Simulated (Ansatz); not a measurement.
The following input was run with Ansatz 0.2.0.

```yaml
crystal:
  lattice:
    - [2.9105323064, 0.0, 0.0]
    - [0.0, 2.9105323064, 0.0]
    - [0.0, 0.0, 25.1741713921]
  atoms:
    - { symbol: Ni, position: [0.5, 0.5, 0.3376476575], spin: 1.31 }
    - { symbol: O, position: [0.0, 0.0, 0.3376476575] }
    - { symbol: Ni, position: [0.0, 0.0, 0.4194003833], spin: -0.47 }
    - { symbol: O, position: [0.5, 0.5, 0.4194003833] }
    - { symbol: Ni, position: [0.5, 0.5, 0.5023983373], spin: -1.27 }
    - { symbol: O, position: [0.0, 0.0, 0.4959982122], spin: -0.14 }
    - { symbol: Ni, position: [0.0, 0.0, 0.5851817103], spin: 1.12 }
    - { symbol: O, position: [0.5, 0.5, 0.5814362893] }
    - { symbol: F, position: [0.0, 0.0, 0.6648933551], spin: 1.0 }
basis:
  ecutwfc: 420
kpoints:
  mp_grid: { grid: [10, 10, 1] }
hamiltonian:
  xc: pbesol
scf:
  occupations: { method: gaussian, width: 0.1 }
output:
  forces: true
  stress: true
  eigenvalues: true
  populations: true
  write_density: true
  write_potential: true
  elf: true
  volumetric_format: npy
magnetization:
  spin_polarized: true
efield:
  axis: 3
  dipole_correction: true
  ramp_width: 0.04
```

Command:
```bash
ansatz run input.yaml --threads 4 --pin off --max-ram 10240MiB --backend cpu --events-out ev --progress --plain --runs-dir out
```

These are results of DFT PBEsol, scalar-relativistic, plane waves, PAW in Ansatz 0.2.0, not measurements.

Part of what the program printed, abridged:

```
Pseudopotentials: kind: paw
Pseudopotential: Ni, paw, valence charge 18, recommended cutoff 420 eV (normal)
Pseudopotential: O, paw, valence charge 6, recommended cutoff 420 eV (normal)
Pseudopotential: F, paw, valence charge 7, recommended cutoff 420 eV (normal)
Functional definition: PBEsol
Crystal: 9 atoms, lattice volume = 213.255 Å³
Basis set: ecut = 420 eV, 4129 PW (Γ), exchange–correlation on 40×40×360 points (8 copies of the dense FFT grid, shifted against one another)
Bands: 65, of which v1, the nominal top of the filled ones, is band 52 counted from 1 (51 counted from 0)
Symmetry: 8 space group operations
k-points: 21 of 100
Initial density: superposition of atomic densities (neutral atoms: chi_scale 0, normalization atom)
Starting moments: Σ|m| = 5.31 μB on 6 of 9 sites
Initial wavefunctions: pseudopotential atomic-orbital guess
Functional: x = pbesol(κ = 0.804, μ = 0.12345679), c = pbesol(β = 0.046)
SCF iter   1: F=—  HF=-26253.231348 eV  |F-HF|=—  |Δ(HF+E_count)|=         —  Δρ=8.10e-2 (↑7.62e-2 ↓8.10e-2) dr2=2.04e1  dr2_m=8.44e0  M=0.788 μB ∫|m|=7.382 μB  β_m=0.60  ethr=3.10e-3  p= 0.000 e·Å  D=-3.88e-6 V/Å  ΔV_dip=0.00 eV  dr2_dipole=3.77e0  V_vac-E_F(+/−)=6.90/6.90 eV  ⟨swp⟩=7.0  Hψ=11378  notcnv=0  defer=94
Mixer restart at iter 1: flushing history
efield: sawtooth ramp at fractional position 0.9813 (placed from the atoms, in the widest stretch of the axis that holds none; the zero of the levels goes with the place), width 0.0400; the density the first Hamiltonian is built on has a dipole p =  0.000 e·Å; the dipole correction subtracts the counter field D = -3.88e-6 V/Å, which shifts the + side's vacuum level by +0.00 eV against the − side's; the planar-averaged density in the ramp window peaks in size at 2.0e-5 e/Å³
spin=Collinear: LDOS preconditioning applied to the charge; magnetization (m = ρ↑ − ρ↓) channel mixes plain (no charge-response kernel on spin).
SCF iter   2: F=—  HF=-26254.301749 eV  |F-HF|=—  |Δ(HF+E_count)|=    1.07e0  Δρ=3.94e-2 (↑3.78e-2 ↓3.94e-2) dr2=1.15e1  dr2_m=8.77e-1  M=0.971 μB ∫|m|=7.017 μB  β_m=0.40  ethr=3.10e-3  p=-0.119 e·Å  D=-1.01e-1 V/Å  ΔV_dip=2.53 eV  dr2_dipole=1.78e0  V_vac-E_F(+/−)=7.76/5.23 eV  ⟨swp⟩=2.3  Hψ=4628  notcnv=0  defer=290
density mixer auto → msr1: a metal under ldos (density of states about μ 3.30 of a free-electron gas's, 54 screened modes)
SCF iter   3: F=—  HF=-26254.927370 eV  |F-HF|=—  |Δ(HF+E_count)|=   6.26e-1  Δρ=2.40e-2 (↑2.40e-2 ↓2.20e-2) dr2=2.80e0  dr2_m=5.60e-1  M=0.843 μB ∫|m|=6.599 μB  β_m=0.61  ethr=3.10e-3  p=-0.228 e·Å  D=-1.94e-1 V/Å  ΔV_dip=4.87 eV  dr2_dipole=1.32e-1  V_vac-E_F(+/−)=9.14/4.27 eV  ⟨swp⟩=2.5  Hψ=3794  notcnv=0  defer=291
SCF iter   4: F=—  HF=-26255.310982 eV  |F-HF|=—  |Δ(HF+E_count)|=   3.84e-1  Δρ=1.29e-2 (↑1.29e-2 ↓1.01e-2) dr2=5.79e-1  dr2_m=1.00e-1  M=0.799 μB ∫|m|=6.388 μB  β_m=0.60  ethr=2.72e-3  p=-0.266 e·Å  D=-2.26e-1 V/Å  ΔV_dip=5.69 eV  dr2_dipole=3.90e-2  V_vac-E_F(+/−)=9.98/4.29 eV  ⟨swp⟩=2.4  Hψ=3774  notcnv=0  defer=280
SCF iter   5: F=—  HF=-26255.213390 eV  |F-HF|=—  |Δ(HF+E_count)|=   9.76e-2  Δρ=5.70e-3 (↑5.70e-3 ↓4.47e-3) dr2=2.02e-2  dr2_m=4.26e-2  M=0.942 μB ∫|m|=6.108 μB  β_m=0.62  ethr=5.63e-4  p=-0.267 e·Å  D=-2.26e-1 V/Å  ΔV_dip=5.70 eV  dr2_dipole=2.56e-4  V_vac-E_F(+/−)=10.22/4.52 eV  ⟨swp⟩=2.8  Hψ=4603  notcnv=0  defer=272
SCF iter   6: F=—  HF=-26255.216220 eV  |F-HF|=—  |Δ(HF+E_count)|=         —  Δρ=3.93e-3 (↑3.09e-3 ↓3.93e-3) dr2=1.05e-2  dr2_m=2.12e-2  M=1.005 μB ∫|m|=6.037 μB  β_m=0.62  ethr=1.96e-5  p=-0.266 e·Å  D=-2.26e-1 V/Å  ΔV_dip=5.68 eV  dr2_dipole=3.01e-3  V_vac-E_F(+/−)=10.11/4.43 eV  ⟨swp⟩=3.0  Hψ=5796  notcnv=0  defer=252
SCF iter   7: F=—  HF=-26255.220152 eV  |F-HF|=—  |Δ(HF+E_count)|=   3.93e-3  Δρ=4.13e-3 (↑4.04e-3 ↓4.13e-3) dr2=1.02e-2  dr2_m=3.08e-2  M=1.105 μB ∫|m|=5.927 μB  β_m=0.43  ethr=1.01e-5  p=-0.265 e·Å  D=-2.25e-1 V/Å  ΔV_dip=5.66 eV  dr2_dipole=4.35e-3  V_vac-E_F(+/−)=10.08/4.42 eV  ⟨swp⟩=2.0  Hψ=3865  notcnv=0  defer=252
SCF iter   8: F=—  HF=-26255.224062 eV  |F-HF|=—  |Δ(HF+E_count)|=         —  Δρ=5.11e-3 (↑5.11e-3 ↓4.85e-3) dr2=1.37e-2  dr2_m=4.63e-2  M=1.220 μB ∫|m|=5.817 μB  β_m=0.81  ethr=9.89e-6  p=-0.265 e·Å  D=-2.24e-1 V/Å  ΔV_dip=5.65 eV  dr2_dipole=6.38e-3  V_vac-E_F(+/−)=10.07/4.42 eV  ⟨swp⟩=1.3  Hψ=2786  notcnv=0  defer=252
Mixer restart at iter 8: flushing history
SCF iter   9: F=—  HF=-26255.234586 eV  |F-HF|=—  |Δ(HF+E_count)|=         —  Δρ=6.88e-3 (↑6.88e-3 ↓6.24e-3) dr2=3.23e-3  dr2_m=8.33e-2  M=1.396 μB ∫|m|=5.653 μB  β_m=0.81  ethr=9.89e-6  p=-0.270 e·Å  D=-2.29e-1 V/Å  ΔV_dip=5.76 eV  dr2_dipole=8.78e-4  V_vac-E_F(+/−)=10.10/4.34 eV  ⟨swp⟩=2.0  Hψ=4517  notcnv=0  defer=252
Mixer restart at iter 9: flushing history
SCF iter  10: F=—  HF=-26255.244472 eV  |F-HF|=—  |Δ(HF+E_count)|=         —  Δρ=7.33e-3 (↑7.33e-3 ↓7.08e-3) dr2=1.69e-3  dr2_m=1.01e-1  M=1.572 μB ∫|m|=5.496 μB  β_m=0.81  ethr=3.13e-6  p=-0.273 e·Å  D=-2.32e-1 V/Å  ΔV_dip=5.83 eV  dr2_dipole=7.22e-5  V_vac-E_F(+/−)=10.12/4.29 eV  ⟨swp⟩=2.9  Hψ=5658  notcnv=0  defer=252
Mixer restart at iter 10: flushing history
   ...
SCF iter  17: F=—  HF=-26255.246572 eV  |F-HF|=—  |Δ(HF+E_count)|=   2.30e-6  Δρ=1.65e-4 (↑1.65e-4 ↓1.22e-4) dr2=2.31e-5  dr2_m=3.81e-5  M=1.832 μB ∫|m|=5.196 μB  β_m=0.82  ethr=8.15e-8  p=-0.275 e·Å  D=-2.33e-1 V/Å  ΔV_dip=5.87 eV  dr2_dipole=6.28e-6  V_vac-E_F(+/−)=10.12/4.26 eV  ⟨swp⟩=1.9  Hψ=3441  notcnv=0  defer=249
SCF iter  18: F=—  HF=-26255.246571 eV  |F-HF|=—  |Δ(HF+E_count)|=   7.98e-7  Δρ=5.12e-5 (↑4.47e-5 ↓5.12e-5) dr2=5.98e-6  dr2_m=3.82e-6  M=1.829 μB ∫|m|=5.200 μB  β_m=0.88  ethr=2.24e-8  p=-0.275 e·Å  D=-2.33e-1 V/Å  ΔV_dip=5.87 eV  dr2_dipole=1.95e-6  V_vac-E_F(+/−)=10.13/4.26 eV  ⟨swp⟩=2.3  Hψ=4281  notcnv=0  defer=249
SCF iter  19: F=—  HF=-26255.246572 eV  |F-HF|=—  |Δ(HF+E_count)|=   2.77e-7  Δρ=3.84e-5 (↑3.35e-5 ↓3.84e-5) dr2=1.23e-6  dr2_m=2.32e-6  M=1.829 μB ∫|m|=5.200 μB  β_m=0.90  ethr=5.81e-9  p=-0.275 e·Å  D=-2.33e-1 V/Å  ΔV_dip=5.87 eV  dr2_dipole=2.66e-7  V_vac-E_F(+/−)=10.13/4.26 eV  ⟨swp⟩=1.6  Hψ=2909  notcnv=0  defer=249
SCF iter  20: F=—  HF=-26255.246572 eV  |F-HF|=—  |Δ(HF+E_count)|=   5.96e-9  Δρ=4.92e-6 (↑2.48e-6 ↓4.92e-6) dr2=6.34e-8  dr2_m=1.18e-8  M=1.830 μB ∫|m|=5.200 μB  β_m=0.90  ethr=1.19e-9  p=-0.275 e·Å  D=-2.33e-1 V/Å  ΔV_dip=5.87 eV  dr2_dipole=2.87e-14  V_vac-E_F(+/−)=10.13/4.26 eV  ⟨swp⟩=2.3  Hψ=4259  notcnv=0  defer=249
SCF iter  21: F=-26255.246572 eV  HF=-26255.246572 eV  |F-HF|=1.17e-7  |Δ(HF+E_count)|=   9.86e-8  Δρ=4.24e-6 (↑2.45e-6 ↓4.24e-6) dr2=9.87e-8  dr2_m=6.42e-9  M=1.830 μB ∫|m|=5.200 μB  ethr=6.16e-11  p=-0.275 e·Å  D=-2.33e-1 V/Å  ΔV_dip=5.87 eV  dr2_dipole=2.84e-8  V_vac-E_F(+/−)=10.13/4.26 eV  ⟨swp⟩=22.7  Hψ=28498  notcnv=0
SCF 1 converged in 21 iterations: F = -26255.246572 eV  dr2 = 9.87e-8
Initial density: read from a saved state, or passed on in memory by an earlier SCF of this step, an earlier step, the calling program or the single point that the run made first
Starting moments: Σ|m| = 5.31 μB on 6 of 9 sites; this step starts from the density that it was given
Initial wavefunctions: those read from a saved state, or passed on in memory by an earlier step or the calling program
SCF iter   1: F=—  HF=-26255.246572 eV  |F-HF|=—  |Δ(HF+E_count)|=         —  Δρ=4.24e-6 (↑2.45e-6 ↓4.24e-6) dr2=9.87e-8  dr2_m=6.42e-9  M=1.830 μB ∫|m|=5.200 μB  ethr=9.58e-11  p=-0.275 e·Å  D=-2.33e-1 V/Å  ΔV_dip=5.87 eV  dr2_dipole=2.84e-8  V_vac-E_F(+/−)=10.13/4.26 eV  ⟨swp⟩=1.0  Hψ=10551  notcnv=0
efield: sawtooth ramp at fractional position 0.9813 (kept from the solve that this one continues, or follows in the run), width 0.0400; the density the first Hamiltonian is built on has a dipole p = -0.275 e·Å; the dipole correction subtracts the counter field D = -2.33e-1 V/Å, which shifts the + side's vacuum level by +5.87 eV against the − side's; the planar-averaged density in the ramp window peaks in size at 2.6e-5 e/Å³
spin=Collinear: LDOS preconditioning applied to the charge; magnetization (m = ρ↑ − ρ↓) channel mixes plain (no charge-response kernel on spin).
SCF iter   2: F=—  HF=-26263.234046 eV  |F-HF|=—  |Δ(HF+E_count)|=    7.99e0  Δρ=1.85e-1 (↑7.13e-2 ↓1.85e-1) dr2=5.79e2  dr2_m=1.20e1  M=1.438 μB ∫|m|=5.046 μB  ethr=9.71e-7  p=-0.037 e·Å  D=-3.18e-2 V/Å  ΔV_dip=0.80 eV  dr2_dipole=2.06e2  V_vac-E_F(+/−)=6.27/5.47 eV  ⟨swp⟩=1.5  Hψ=16687  notcnv=0
SCF iter   3: F=—  HF=-26255.638667 eV  |F-HF|=—  |Δ(HF+E_count)|=    7.60e0  Δρ=4.35e-2 (↑2.33e-2 ↓4.35e-2) dr2=1.79e1  dr2_m=5.46e-1  M=0.674 μB ∫|m|=4.874 μB  ethr=9.71e-7  p=-0.293 e·Å  D=-2.48e-1 V/Å  ΔV_dip=6.25 eV  dr2_dipole=7.54e-1  V_vac-E_F(+/−)=9.96/3.71 eV  ⟨swp⟩=1.6  Hψ=13018  notcnv=0
SCF iter   4: F=—  HF=-26255.281931 eV  |F-HF|=—  |Δ(HF+E_count)|=   3.57e-1  Δρ=1.62e-2 (↑5.37e-3 ↓1.62e-2) dr2=4.49e0  dr2_m=9.97e-2  M=1.513 μB ∫|m|=5.158 μB  ethr=9.71e-7  p=-0.267 e·Å  D=-2.27e-1 V/Å  ΔV_dip=5.70 eV  dr2_dipole=1.80e0  V_vac-E_F(+/−)=10.04/4.33 eV  ⟨swp⟩=1.6  Hψ=9114  notcnv=0
SCF iter   5: F=—  HF=-26255.247241 eV  |F-HF|=—  |Δ(HF+E_count)|=   3.47e-2  Δρ=2.24e-3 (↑4.73e-4 ↓2.24e-3) dr2=8.03e-2  dr2_m=1.80e-3  M=1.808 μB ∫|m|=5.222 μB  ethr=9.71e-7  p=-0.273 e·Å  D=-2.31e-1 V/Å  ΔV_dip=5.83 eV  dr2_dipole=3.42e-2  V_vac-E_F(+/−)=10.13/4.30 eV  ⟨swp⟩=1.2  Hψ=7297  notcnv=0
an SCF towards Hund's moment on open shells that bore less, with the run's symmetry operations kept, reached no lower state that the run goes on to. This is no proof of a minimum
WARN: The output density's exchange-correlation potential varies sharply where the density is thin. Do not read a vacuum level from v_tot or v_xc, or from such a field of the output density. On a cell that repeats whose density bears no net charge and no dipole along the vacuum's axis use v_es (v_loc + v_h of the components); under efield.dipole_correction with no amplitude use v_es + v_field, which holds any external_charges[].barrier, or the levels of the report's work_function block, which leave it out; under a non-zero efield.amplitude the vacuum is tilted and has no level; on a cell that repeats and bears such a dipole with no correction it is tilted too, and efield.dipole_correction wi ...
SCF converged after 21 iterations
Magnetization: 1.8297 μB (52.4149 up, 50.5851 down)
Absolute magnetization: 5.2034 μB (∫|ρ↑−ρ↓|, with the PAW one-centre terms)
Spin contamination: 1.6827 ħ² per cell (⟨S²⟩ above its minimum at these occupations)
Per-site moments (μB) at R_I (Å): [(1.18349957, 0.84894856), (0.12829128, 0.84894856), (-0.30049609, 0.79541833), (0.02419825, 0.84894856), (-1.09699780, 0.82075741), (-0.15342519, 0.79541833), (1.34508855, 0.82775327), (0.09953909, 0.82075741), (0.50461647, 0.82775327)]
Free energy (F): -26255.246572 eV
Harris-Foulkes:  -26255.246572 eV  (|F-HF|=1.17e-7)
Internal energy: -26255.208928 eV  (E = F + TS)
E sigma→0 (E₀):  -26255.227750 eV
Entropy (-TS):   -0.037643 eV (-4.183 meV/atom)
Fermi energy:    0.303755 eV
Dipole field:    D = -0.232963 V/Å  (p = -0.274552 e·Å, saw-weighted, corrected)
Work function:   Φ+ = 10.1238 eV   Φ− = 4.2592 eV
Levels:          The Fermi level and band energies are counted from a zero that moves with the ramp; work functions are not
--- Per-component energies (eV) ---
  E_band       = -2696.229451
  E_kinetic    = 2005.213952
  E_local      = -213545.894009  (includes V_loc(G=0)·N_el)
  E_nonlocal   = 2841.989759
  E_hartree    = 104615.835781
  E_xc         = -694.541109
  E_vxc        = -895.033196  (∫ρ·V_xc dr)
  E_paw        = -7192.208943  (= ΣΔE_a)
  E_vpaw       = -2318.000785  (= ΣTr[D̂ρ^β])
  E_aug_tail   = 0.013898  (compensation charges beyond the density's cutoff)
  E_efield     = 0.031980  (sawtooth field / dipole correction)
  E_vefield    = -16.160056  (∫n·V_field dr)
  E_ewald      = 85713.377014
  E_core_change = 0.972750  (= ΣΔE_core)
  E_smearing   = -0.037643  (= −TS)
--- Forces (eV/Å), atoms counted from 1 ---
  atom   1  Ni     0.00000000     0.00000000    -0.28294442
  atom   2  O      0.00000000     0.00000000     0.72161407
  atom   3  Ni     0.00000000     0.00000000    -0.98406120
  atom   4  O      0.00000000     0.00000000     0.51896270
  atom   5  Ni     0.00000000     0.00000000     0.19625100
  atom   6  O      0.00000000     0.00000000     0.06373726
  atom   7  Ni     0.00000000     0.00000000     3.33361701
  atom   8  O      0.00000000     0.00000000    -1.48456844
  atom   9  F      0.00000000     0.00000000    -2.08248213
--- Stress (GPa, compression-positive) ---
       -3.653729       0.000000       0.000000
        0.000000      -3.653729       0.000000
        0.000000       0.000000      -4.044600
  P = ⅓ Tr σ = -3.7840 GPa (-37.840 kbar)
--- Band table (eV; the first three rows and the last of 42) ---
  k-point 0 ↑: bands = ["-103.7300", "-103.3914", "-102.5542", "-102.1879", "-64.2668", "-64.2236", "-64.2236", "-63.9894", "-63.9894", "-63.8169", "-63.1937", "-63.0754", "-63.0754", "-62.8031", "-62.7349", "-62.7349", "-20.3632", "-20.1434", "-19.3178", "-18.7903", "-18.4594", "-6.7873", "-5.9520", "-4.5310", "-4.1855", "-4.1855", "-3.7536", "-3.6809", "-3.6809", "-3.2005", "-3.2005", "-2.9608", "-2.8113", "-2.7769", "-2.7769", "-2.7237", "-2.3821", "-2.3102", "-2.2725", "-1.8674", "-1.8674", "-1.8288", "-1.4777", "-1.4113", "-1.4113", "-1.1028", "-0.8657", "-0.7043", "-0.7043", "-0.5464", "-0.5464", "-0.5007", "-0.5007", "-0.4654", "-0.0526", "0.4628", "1.9575", "3.6345", "4.7080", "5.704 ...
  k-point 1 ↑: bands = ["-103.7299", "-103.3912", "-102.5541", "-102.1878", "-64.2666", "-64.2254", "-64.2234", "-63.9913", "-63.9892", "-63.8167", "-63.1935", "-63.0775", "-63.0752", "-62.8029", "-62.7370", "-62.7347", "-20.3445", "-20.0654", "-19.2555", "-18.7467", "-18.4205", "-6.7675", "-6.0386", "-4.7195", "-4.6074", "-4.3467", "-4.0918", "-3.9618", "-3.9476", "-3.7136", "-3.6762", "-3.4744", "-3.3343", "-2.9232", "-2.4532", "-2.3619", "-2.0560", "-2.0430", "-1.8792", "-1.7198", "-1.6659", "-1.6456", "-1.4612", "-1.4184", "-1.2523", "-0.8807", "-0.7968", "-0.6832", "-0.6601", "-0.5904", "-0.5452", "-0.4552", "-0.4415", "-0.0654", "0.1930", "0.6914", "2.3185", "3.8938", "4.9043", "5.8604 ...
  k-point 2 ↑: bands = ["-103.7296", "-103.3909", "-102.5538", "-102.1875", "-64.2663", "-64.2301", "-64.2229", "-63.9963", "-63.9887", "-63.8163", "-63.1931", "-63.0828", "-63.0747", "-62.8025", "-62.7423", "-62.7342", "-20.2982", "-19.8431", "-19.0876", "-18.6369", "-18.3159", "-6.7818", "-6.4344", "-5.4548", "-5.2330", "-4.8278", "-4.7050", "-4.6917", "-4.4812", "-4.3128", "-4.2472", "-3.9791", "-3.8604", "-3.0094", "-2.0739", "-1.9831", "-1.9297", "-1.8256", "-1.6380", "-1.5278", "-1.4019", "-1.2570", "-1.1875", "-1.0190", "-1.0097", "-0.9250", "-0.7208", "-0.5722", "-0.5494", "-0.4968", "-0.2884", "-0.2669", "0.1452", "0.6424", "0.6540", "1.1044", "3.1445", "4.5970", "5.4617", "6.2562", ...
  k-point 20 ↓: bands = ["-103.5926", "-102.9421", "-102.0171", "-101.9036", "-64.1991", "-64.1113", "-64.1113", "-63.7320", "-63.3927", "-63.3927", "-62.6169", "-62.6169", "-62.5246", "-62.5246", "-62.5055", "-62.4281", "-19.1073", "-18.8511", "-18.7425", "-17.9778", "-17.6502", "-6.8999", "-6.8999", "-5.9498", "-5.9498", "-5.3417", "-5.1734", "-5.1272", "-5.1272", "-4.2953", "-4.2953", "-3.4574", "-3.4311", "-2.2596", "-2.2596", "-1.8315", "-1.5948", "-1.5948", "-1.5558", "-1.1982", "-1.1982", "-1.1666", "-0.9988", "-0.6957", "-0.6754", "-0.6724", "-0.6724", "-0.4229", "-0.1927", "-0.1909", "-0.1098", "-0.1098", "0.4044", "0.4752", "0.4913", "1.0053", "6.4021", "7.6006", "8.0346", "8.9401" ...
--- Löwdin populations: 9 sites ---
  site symbol q [e]    m [muB]
     0     Ni     17.0134     1.2061
     1      O      6.8787     0.1691
     2     Ni     17.0344    -0.2999
     3      O      6.8269     0.0353
     4     Ni     16.9855    -1.0866
     5      O      6.8568    -0.2111
     6     Ni     16.8426     1.3237
     7      O      6.7975     0.1306
     8      F      7.3014     0.5599
  spilling = 0.004493 (of n_electrons = 103.000000)
```

Self-consistency was reached.

The run took 85 s on 4 threads of AMD EPYC 7R43 64-Core Processor (Zen 3) (shared host), peak memory 1.6 GiB.